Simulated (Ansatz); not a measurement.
Be:
```
CELL_PARAMETERS angstrom
      2.21428     0.00000     0.00000
     -1.10714     1.91762     0.00000
      0.00000     0.00000     3.49986
ATOMIC_POSITIONS crystal
  Be 0.33333 0.66667 0.75000
  Be 0.66667 0.33333 0.25000
```

Relaxed with PBE+D3(BJ). Special points in fractions of this cell's reciprocal vectors: Γ (0.000, 0.000, 0.000); M (0.500, 0.000, 0.000); K (0.333, 0.333, 0.000); A (0.000, 0.000, 0.500); L (0.500, 0.000, 0.500); H (0.333, 0.333, 0.500).

Problem. List the band energies nearest the Fermi level at these points for plane-wave PAW PBE+D3(BJ) (Ansatz code).

Solution. In eV from the Fermi level; about four levels below and three above (degenerate sets whole), none deeper than 8.9 eV; … stands for higher levels left out; points with the same levels are listed once.

```csv
k,below,above
Γ,-4.75,1.22 …
M,-5.27 -3.22,3.73 6.66 …
K,-2.65 -1.03 -1.03,…
A,–,11.07 11.07 …
L,-3.85 -3.85,1.74 1.74 …
H,-1.23 -1.23,0.29 0.29 …
```

Space group P6_3/mmc (hcp (Mg type)). Symmetry was held in the PBE+D3(BJ) relaxation. The pairwise dispersion correction was not fitted to metals.

Potentials: the later of the program's two PAW sets.
